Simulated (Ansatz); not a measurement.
Starting cell, SrTiO$_{3}$ (cubic perovskite):

```yaml
crystal:
  lattice:
    - [3.93647, 0.00000, 0.00000]
    - [0.00000, 3.93647, 0.00000]
    - [0.00000, 0.00000, 3.93647]
  atoms:
    - { symbol: Sr, position: [0.00000, 0.00000, 0.00000] }
    - { symbol: Ti, position: [0.50000, 0.50000, 0.50000] }
    - { symbol: O, position: [0.00000, 0.50000, 0.50000] }
    - { symbol: O, position: [0.50000, 0.50000, 0.00000] }
    - { symbol: O, position: [0.50000, 0.00000, 0.50000] }
```

Scan: atom 1 (Sr, nearest neighbour O at 2.784 Å; its periodic images, 3.9 Å or more away, move with it) is displaced along Cartesian [110], direction (0.707, 0.707, 0.000) in Cartesian axes, by s. The other atoms stay.

Level of theory: PBE (plane waves to 420 eV, PAW, scalar-relativistic; Ansatz, a program for electronic structure). k mesh 7×7×7 (Γ-centred), Fermi-Dirac smearing 0.05 eV. The energy includes the smearing's −TS. Left out: 2 of 11 points, with atoms too close for the PAW data. SrTiO3 is run without spin polarisation. SrTiO3 was relaxed with its symmetry unable to fall. ΔE is measured from the undisplaced structure.

| s (Å) | ΔE (meV/cell) |
|---|---|
| -0.672 | 1270 |
| -0.504 | withheld |
| -0.336 | 215 |
| -0.168 | 48 |
| 0.000 | 0 |
| 0.168 | 48 |
| 0.336 | 215 |
| 0.504 | withheld |
| 0.672 | 1270 |

### Question
Fit an even polynomial form (powers 2, 4) to the given rows and predict ΔE at s = -0.504.

### Answer
Least squares on the 7 given rows: ΔE = (1604)·s² + (2676)·s⁴, in meV/cell with s in Å; root-mean-square residual 0.3 meV/cell. At -0.504 the fit gives 580 meV/cell; the calculation gives 576 meV/cell, so the interpolation is off by 4 (+0.7 %). The quadratic term alone would give 407 meV/cell.

(For displaced atoms, the force is minus the slope of the energy, and its curvature is a force constant, which sets phonon frequencies.)
